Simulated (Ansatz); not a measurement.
## What DFT gives for ZrBr

```
Zr Br
1.0
     3.51704    0.00000    0.00000
    -1.75852    3.04584    0.00000
    -1.75852    1.01528    9.39422
Zr Br
2 2
Direct
  0.20920 0.79080 0.62760
  0.79080 0.20920 0.37240
  0.39170 0.60830 0.17510
  0.60830 0.39170 0.82490
```

Single point in Ansatz 0.2.0 with r2SCAN, no spin polarisation. Cutoff 500 eV, PAW datasets, 10×10×10 Γ-centred k mesh, fermi-dirac filling (width 0.0688 eV).

Which atom feels the largest force, and which way?

The largest is on Zr1 (and as large on other atoms): 0.59 eV/Å, components (0.00, 0.00, -0.59). It makes 132° with the line to a nearest neighbour, Br4 at 2.75 Å.

What is the formation energy?

-1.18 eV an atom against the elements' usual phases (free molecules for gases, crystals otherwise, with no correction for O₂ or N₂), so it is bound against them; other compounds may still compete. Relaxing would lower it.

Which element gives electrons and which takes them?

Bader charges in e: Zr +0.68, Br -0.68. In the mean Zr gives up most and Br takes most.

Is there a gap?

It is a metal, with about 0.6 states/eV a cell as the mean within 0.25 eV of the Fermi level, mostly Zr d (93 %).

Origin: a database entry at a rescaled volume.
